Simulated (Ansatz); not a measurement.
Cl:
```
Cl
1.0
   -2.62067     2.62067     1.81031
    2.62067    -2.62067     1.81031
    2.62067     2.62067    -1.81031
Cl
2
Direct
  0.75000   0.25000   0.50000
  0.00000   0.00000   0.00000
```

Relaxed with PBE. Special points in fractions of this cell's reciprocal vectors: Γ (0.000, 0.000, 0.000); X (0.000, 0.000, 0.500); M (-0.500, 0.500, 0.500); Z (0.369, 0.369, -0.369); Z0 (-0.369, 0.631, 0.369); P (0.250, 0.250, 0.250); N (0.000, 0.500, 0.000).

Problem. List the band energies nearest the Fermi level at these points for PBE in the plane-wave PAW code Ansatz.

Solution. In eV from the Fermi level; about four levels below and three above (degenerate sets whole), none deeper than 8.9 eV; … stands for higher levels left out; points with the same levels are listed once.

```json
[
 {"k": "Γ", "below": "-3.53 -3.53 -1.17 -1.06", "above": "0.11 0.11 …"},
 {"k": "X", "below": "-2.14 -2.14 -0.43 -0.43", "above": "…"},
 {"k": "M", "below": "-4.83 -4.83 -1.31 -1.31", "above": "0.93 0.93 …"},
 {"k": "Z", "below": "-4.50 -4.50 -2.62 -1.25", "above": "0.64 0.64 …"},
 {"k": "P", "below": "-1.64 -1.64 -0.54 -0.54", "above": "…"},
 {"k": "N", "below": "-2.74 -1.23 -0.60 -0.01", "above": "…"}
]
```

Space group I4_1/amd (β-Sn type). A made-up cell: these elements were put on the sites of a structure type; neither database checked (COD, Materials Project) lists it. It is not the usual solid phase (space group No. 64). Symmetry was held in the PBE relaxation; its stability against distortions is not shown here. The substance is a gas or liquid at ambient conditions.

Potentials: the later of the program's two PAW sets.
